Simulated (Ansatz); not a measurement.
Sn (simple hexagonal, P6/mmm) at seven volumes, the program Ansatz at the PBE level (PAW), shape and atoms relaxed at each. One row is withheld.

| V (Å³/atom) | P (GPa) |
|---|---|
| 25.801 | 5.65 |
| 26.652 | 3.44 |
| 27.502 | 1.58 |
| 28.353 | 0.00 |
| 29.203 | ? |
| 30.054 | -2.43 |
| 30.904 | -3.34 |

Q: Fit the shown pressures and predict the withheld one.

A: P = (3/2)B₀(x^(7/2) − x^(5/2))[1 + (3/4)(B′ − 4)(x − 1)] with x = (V₀/V)^(2/3). Least squares on the six rows gives V₀ = 28.357 Å³/atom, B₀ = 47.8 GPa, B′ = 4.77. At V = 29.203, x = 0.9806 and P = -1.31 GPa. The run itself gave -1.33 GPa.

The start of the workflow was typed in or built on a structure type; neither database checked (COD, Materials Project) lists it. It is not the phase usual at ambient conditions (space group No. 141). The cell was relaxed with PBE under the symmetry of its start; its stability against distortions is not shown here. Scalar-relativistic: spin–orbit coupling is off unless named, which matters more the heavier the elements.

Potentials: the earlier of the program's two PAW sets.
